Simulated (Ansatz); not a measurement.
A relaxation computed with Ansatz, from input to last step.

```yaml
crystal:
  lattice:
    - [0.3997862956, -5.7870062467, 0.4709135686]
    - [5.7318989317, -0.3997862956, 0.9906816037]
    - [1.2088443338, -0.5746156959, 8.6247735337]
  atoms:
    - { symbol: Si, position: [0.2265388094, 0.2789852795, 0.786163144] }
    - { symbol: Si, position: [0.1339927618, 0.798852637, 0.8906641505] }
    - { symbol: Si, position: [0.4777624199, 0.915389244, 0.3356450674] }
    - { symbol: Si, position: [0.1553228805, 0.668549837, 0.36565496] }
    - { symbol: Si, position: [0.8885399845, 0.5779834037, 0.77358225] }
    - { symbol: Si, position: [0.913471901, 0.0101647581, 0.2192245474] }
    - { symbol: Si, position: [0.2815977073, 0.2994050232, 0.2196664524] }
    - { symbol: Si, position: [0.6535374327, 0.4044780002, 0.6411108831] }
    - { symbol: Si, position: [0.5622201113, 0.9528723196, 0.7632084652] }
    - { symbol: Si, position: [0.5666902571, 0.5883053103, 0.1922641709] }
    - { symbol: Si, position: [0.9973732432, 0.0783942426, 0.6401218564] }
    - { symbol: W, position: [0.3356912816, 0.9957550859, 0.0542411033] }
    - { symbol: W, position: [0.8746045801, 0.3579146368, 0.3774727068] }
    - { symbol: W, position: [0.4764603532, 0.4925137806, 0.9401383731] }
    - { symbol: W, position: [0.7865107533, 0.8334656786, 0.5100350827] }
    - { symbol: W, position: [0.8209712675, 0.1115004825, 0.9300968679] }
    - { symbol: W, position: [0.3817406729, 0.2437656185, 0.4992230325] }
    - { symbol: W, position: [0.9478888653, 0.441150919, 0.059715715] }
    - { symbol: W, position: [0.2885884738, 0.7110761915, 0.6194760455] }
  symmetry: { detect: false }
basis:
  ecutwfc: 420
kpoints:
  mp_grid: { grid: [4, 4, 3] }
hamiltonian:
  xc: pbesol
scf:
  occupations: { method: gaussian, width: 0.1 }
  lower_state_search: "off"
output:
  forces: true
  stress: true
  eigenvalues: true
relax:
  adjacent_minimum: "off"
  f_tol: 0.04
  max_steps: 25
  cell: { stress_tol: 0.3 }
```

```bash
ansatz run input.yaml --threads 4 --pin off --max-ram 9216MiB --backend cpu --events-out ev --progress --plain --runs-dir out
```

These are results of DFT PBEsol, scalar-relativistic, plane waves, PAW (Ansatz), not measurements.

Of 6 frames 5 are shown, positions in Å and forces in eV/Å; the SCF threshold varies from step to step. Steps run on the plane waves of an earlier cell, with a Pulay correction in the pressure. The basis is chosen afresh for the last frame, the zero of the energies, and at times for earlier ones too; energy and pressure can step there, also at an unchanged geometry. Where two frames share a geometry here, they differ by under 2 meV/atom and 0.3 GPa.

```xyz
19
Lattice="0.3998 -5.7870 0.4709 5.7319 -0.3998 0.9907 1.2088 -0.5746 8.6248" Properties=species:S:1:pos:R:3:forces:R:3 pbc="T T T" step=1 free_energy_over_end_meV_per_atom=1.42 pressure_GPa=0.41
Si    2.6400   -1.8743    7.1635    0.1283   -0.0833   -0.0293
Si    5.7092   -1.6066    8.5363   -0.1283   -0.0328   -0.0130
Si    5.8437   -3.3236    4.0267    0.0620   -0.0788   -0.0568
Si    4.3362   -1.3762    3.8892   -0.1432   -0.0519    0.0512
Si    4.6033   -5.8176    7.6630   -0.0559    0.0004    0.0648
Si    0.6885   -5.4163    2.3310    0.0268    0.0667    0.0797
Si    2.0943   -1.8755    2.3238    0.0977   -0.0966    0.1007
Si    3.3547   -4.3121    6.2379    0.0549    0.0948    0.0785
Si    6.6091   -4.0731    7.7912   -0.0439    0.0384   -0.1167
Si    3.8311   -3.6251    2.5079   -0.0742    0.0196    0.1959
Si    1.6219   -6.1710    6.0682   -0.0680    0.0111   -0.1212
W     5.9073   -2.3719    1.6124    0.0430   -0.0829   -0.0525
W     2.8575   -5.4213    4.0221    0.0266   -0.0653   -0.2309
W     4.1500   -3.4944    8.8208    0.0909   -0.0023    0.0747
W     5.7083   -5.1778    5.5950    0.2180    0.2310   -0.1096
W     2.0917   -5.3300    8.5189    0.1737   -0.0082   -0.0261
W     2.1533   -2.5935    4.7269   -0.1511   -0.0771   -0.0490
W     2.9798   -5.6961    1.3984   -0.1513    0.1319    0.0222
W     4.9400   -2.3103    6.1832   -0.1058   -0.0146    0.1376
19
Lattice="0.3971 -5.7799 0.4812 5.7466 -0.3955 1.0147 1.2433 -0.5845 8.6463" Properties=species:S:1:pos:R:3:forces:R:3 pbc="T T T" step=2 free_energy_over_end_meV_per_atom=0.40 pressure_GPa=0.05
Si    2.6767   -1.8866    7.1789    0.0290   -0.0281    0.0066
Si    5.7459   -1.6053    8.5773   -0.0300    0.0348    0.0784
Si    5.8693   -3.3157    4.0537    0.0237   -0.0155   -0.0975
Si    4.3464   -1.3733    3.9366   -0.0811   -0.0031    0.0695
Si    4.6359   -5.8140    7.7004   -0.0546   -0.0484   -0.0547
Si    0.6850   -5.4111    2.3485   -0.0005   -0.0139   -0.0462
Si    2.1098   -1.8759    2.3426    0.0424   -0.0051   -0.0650
Si    3.3851   -4.3135    6.2653    0.0412    0.0167    0.0411
Si    6.6481   -4.0705    7.8277   -0.0013   -0.0039    0.0248
Si    3.8426   -3.6155    2.5552   -0.0490    0.0449    0.0506
Si    1.6377   -6.1719    6.0831   -0.0371    0.0093   -0.0098
W     5.9310   -2.3761    1.6341    0.0441    0.0122    0.0532
W     2.8705   -5.4221    4.0329    0.0347    0.0217   -0.0390
W     4.2055   -3.5019    8.8732   -0.0638    0.0019   -0.0971
W     5.7557   -5.1520    5.6324   -0.0812   -0.1508    0.0944
W     2.1370   -5.3380    8.5426   -0.0362    0.0361    0.0011
W     2.1517   -2.6125    4.7403    0.1637    0.1147    0.0365
W     2.9703   -5.6727    1.4199    0.0475   -0.1163    0.0344
W     4.9691   -2.3166    6.2280    0.0085    0.0930   -0.0814
19
Lattice="0.3972 -5.7849 0.4793 5.7461 -0.3962 1.0075 1.2336 -0.5834 8.6395" Properties=species:S:1:pos:R:3:forces:R:3 pbc="T T T" step=3 free_energy_over_end_meV_per_atom=0.09 pressure_GPa=-0.05
Si    2.6703   -1.8879    7.1744    0.0111   -0.0152    0.0070
Si    5.7352   -1.6050    8.5681   -0.0069    0.0167    0.0427
Si    5.8691   -3.3217    4.0424    0.0215   -0.0106   -0.0352
Si    4.3407   -1.3758    3.9276   -0.0306    0.0018    0.0320
Si    4.6243   -5.8204    7.6893   -0.0356   -0.0242   -0.0194
Si    0.6826   -5.4185    2.3443   -0.0044   -0.0089   -0.0207
Si    2.1106   -1.8791    2.3362    0.0097   -0.0083   -0.0206
Si    3.3804   -4.3129    6.2586    0.0175    0.0144    0.0083
Si    6.6396   -4.0715    7.8134   -0.0036   -0.0014   -0.0021
Si    3.8376   -3.6177    2.5495   -0.0239    0.0316    0.0317
Si    1.6307   -6.1737    6.0768   -0.0238    0.0099   -0.0028
W     5.9309   -2.3794    1.6280    0.0099    0.0051   -0.0054
W     2.8685   -5.4260    4.0261    0.0156    0.0111   -0.0013
W     4.1930   -3.5036    8.8564   -0.0065   -0.0086   -0.0212
W     5.7452   -5.1623    5.6221    0.0030   -0.0008    0.0302
W     2.1258   -5.3397    8.5343    0.0086    0.0213    0.0151
W     2.1562   -2.6049    4.7371    0.0135   -0.0073   -0.0151
W     2.9705   -5.6819    1.4165    0.0117   -0.0258   -0.0007
W     4.9630   -2.3130    6.2142    0.0130   -0.0008   -0.0224
19
Lattice="0.3964 -5.7838 0.4789 5.7479 -0.3952 1.0071 1.2339 -0.5828 8.6365" Properties=species:S:1:pos:R:3:forces:R:3 pbc="T T T" step=4 free_energy_over_end_meV_per_atom=0.03 pressure_GPa=0.03
Si    2.6741   -1.8961    7.1703   -0.0190    0.0013    0.0031
Si    5.7371   -1.5977    8.5699    0.0016   -0.0072   -0.0032
Si    5.8712   -3.3251    4.0352    0.0077   -0.0114   -0.0016
Si    4.3396   -1.3735    3.9342   -0.0165    0.0013   -0.0095
Si    4.6124   -5.8259    7.6826    0.0435    0.0013   -0.0200
Si    0.6803   -5.4223    2.3416    0.0046   -0.0022   -0.0018
Si    2.1044   -1.8747    2.3292    0.0226    0.0085    0.0056
Si    3.3845   -4.3085    6.2557   -0.0034   -0.0080   -0.0069
Si    6.6397   -4.0700    7.8100   -0.0019   -0.0165   -0.0110
Si    3.8288   -3.6035    2.5595   -0.0213   -0.0023   -0.0132
Si    1.6299   -6.1714    6.0755   -0.0003    0.0087    0.0044
W     5.9316   -2.3816    1.6236    0.0282    0.0295    0.0087
W     2.8704   -5.4238    4.0247   -0.0006   -0.0011    0.0088
W     4.1989   -3.5025    8.8516    0.0015    0.0019    0.0016
W     5.7488   -5.1611    5.6221   -0.0053    0.0099    0.0136
W     2.1303   -5.3376    8.5309   -0.0023   -0.0002    0.0181
W     2.1578   -2.6048    4.7307    0.0036   -0.0017   -0.0006
W     2.9749   -5.6737    1.4189   -0.0174   -0.0157    0.0077
W     4.9708   -2.3137    6.2117   -0.0253    0.0038   -0.0038
19
Lattice="0.3970 -5.7843 0.4795 5.7475 -0.3960 1.0061 1.2322 -0.5840 8.6369" Properties=species:S:1:pos:R:3:forces:R:3 pbc="T T T" step=6 free_energy_over_end_meV_per_atom=0.00 pressure_GPa=0.00
Si    2.6700   -1.8946    7.1701    0.0045   -0.0001    0.0057
Si    5.7354   -1.6012    8.5698    0.0010   -0.0019    0.0018
Si    5.8723   -3.3251    4.0347   -0.0025   -0.0032   -0.0063
Si    4.3375   -1.3749    3.9320    0.0019    0.0011    0.0016
Si    4.6173   -5.8279    7.6827   -0.0050    0.0073    0.0029
Si    0.6807   -5.4230    2.3434    0.0008   -0.0004    0.0007
Si    2.1088   -1.8756    2.3311   -0.0042    0.0040    0.0002
Si    3.3830   -4.3110    6.2573   -0.0042    0.0036   -0.0007
Si    6.6383   -4.0732    7.8094    0.0055    0.0043    0.0016
Si    3.8288   -3.6077    2.5561    0.0071    0.0036    0.0028
Si    1.6280   -6.1723    6.0758    0.0039    0.0018    0.0037
W     5.9332   -2.3799    1.6243   -0.0006   -0.0028   -0.0024
W     2.8701   -5.4246    4.0261   -0.0002   -0.0002   -0.0084
W     4.1965   -3.5048    8.8513   -0.0018    0.0020   -0.0022
W     5.7470   -5.1613    5.6214   -0.0078    0.0000    0.0017
W     2.1284   -5.3383    8.5332   -0.0007   -0.0070   -0.0082
W     2.1566   -2.6055    4.7320   -0.0004   -0.0040    0.0026
W     2.9731   -5.6773    1.4174   -0.0007    0.0003    0.0061
W     4.9665   -2.3144    6.2107    0.0034   -0.0083   -0.0031
```

Time: 2.3 min on 4 threads of Arm Neoverse V2 (shared host), peak memory 1.1 GiB.

The k mesh is coarse. Spin–orbit coupling is left out, which can shift energies with elements as heavy as these.